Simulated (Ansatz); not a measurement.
Starting cell, MoS2 (space group P6_3/mmc):

```yaml
crystal:
  lattice:
    - [6.25541, 0.00000, 0.00000]
    - [-1.56385, 2.70867, 0.00000]
    - [0.00000, 0.00000, 12.19912]
  atoms:
    - { symbol: Mo, position: [0.00000, 0.00000, 0.25000] }
    - { symbol: Mo, position: [0.50000, 0.00000, 0.25000] }
    - { symbol: Mo, position: [0.00000, 0.00000, 0.75000] }
    - { symbol: Mo, position: [0.50000, 0.00000, 0.75000] }
    - { symbol: S, position: [0.16667, 0.66667, 0.37714] }
    - { symbol: S, position: [0.66667, 0.66667, 0.37714] }
    - { symbol: S, position: [0.33333, 0.33333, 0.62286] }
    - { symbol: S, position: [0.83333, 0.33333, 0.62286] }
    - { symbol: S, position: [0.33333, 0.33333, 0.87714] }
    - { symbol: S, position: [0.83333, 0.33333, 0.87714] }
    - { symbol: S, position: [0.16667, 0.66667, 0.12286] }
    - { symbol: S, position: [0.66667, 0.66667, 0.12286] }
```

The atoms are displaced by Q × the pattern below (from a DFPT mode at M = (0.5, 0.0, 0.0), largest move 1; Q in Å), at fixed cell. (q is in reciprocal vectors of the primitive cell; the cell shown is doubled to hold the pattern.)

| atom | x | y | z |
|---|---|---|---|
| Mo1 | 0.000 | 0.000 | -1.000 |
| Mo2 | 0.000 | 0.000 | 1.000 |
| Mo3 | 0.000 | 0.000 | 1.000 |
| Mo4 | 0.000 | 0.000 | -1.000 |
| S5 | -0.676 | -0.391 | -0.542 |
| S6 | 0.676 | 0.391 | 0.542 |
| S7 | -0.676 | -0.391 | -0.542 |
| S8 | 0.676 | 0.391 | 0.542 |
| S9 | 0.676 | 0.391 | -0.542 |
| S10 | -0.676 | -0.391 | 0.542 |
| S11 | 0.676 | 0.391 | -0.542 |
| S12 | -0.676 | -0.391 | 0.542 |

Method: LDA (plane waves to 420 eV, PAW, scalar-relativistic; Ansatz, a quantum-chemistry and plane-wave program). k mesh 6×12×3 (Γ-centred), Fermi-Dirac smearing 0.05 eV. E stands for the smeared free energy. MoS2 is run without spin polarisation. MoS2 was relaxed with its symmetry unable to fall. ΔE is measured from the undisplaced structure.

```tsv
Q (Å)	ΔE (meV/cell)
-0.1000	324
-0.0833	225
-0.0667	withheld
-0.0500	81
-0.0333	36
-0.0167	9
0.0000	0
0.0167	9
0.0333	36
0.0500	81
0.0667	withheld
0.0833	225
0.1000	324
```

Problem. Fit an even polynomial form (powers 2, 4) to the given rows and predict ΔE at Q = 0.0667.

Solution. Least squares on the 11 given rows: ΔE = (32450)·Q² + (-4238)·Q⁴, in meV/cell with Q in Å; root-mean-square residual 0.1 meV/cell. At 0.0667 the fit gives 144 meV/cell; the calculation gives 144 meV/cell, the same to the digits shown. The quadratic term alone would give 144 meV/cell.

(A displaced cell: forces are minus the slopes of the energy, force constants its curvatures, and phonons follow from these.)
